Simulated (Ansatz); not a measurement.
AlCr$_{2}$C in space group P6_3/mmc (No. 194; Al on 2d, Cr on 4f, C on 2a) at seven volumes, PBE (plane waves, PAW; program Ansatz), shape and atoms relaxed at each. One row is withheld.

| V (Å³/atom) | P (GPa) |
|---|---|
| 10.095 | 21.86 |
| 10.428 | 13.37 |
| 10.761 | 6.17 |
| 11.094 | 0.01 |
| 11.426 | -5.21 |
| 11.759 | ? |
| 12.092 | -13.36 |

Problem. Fit the shown pressures and predict the withheld one.

Solution. Third-order Birch–Murnaghan: P = (3/2)B₀(x^(7/2) − x^(5/2))[1 + (3/4)(B′ − 4)(x − 1)] with x = (V₀/V)^(2/3). Least squares on the six rows gives V₀ = 11.095 Å³/atom, B₀ = 187.9 GPa, B′ = 4.42. At V = 11.759, x = 0.9620 and P = -9.61 GPa. The run itself gave -9.65 GPa.

Symmetry was held in the PBE relaxation. No spin polarisation was allowed.

Potentials: the later of the program's two PAW sets.
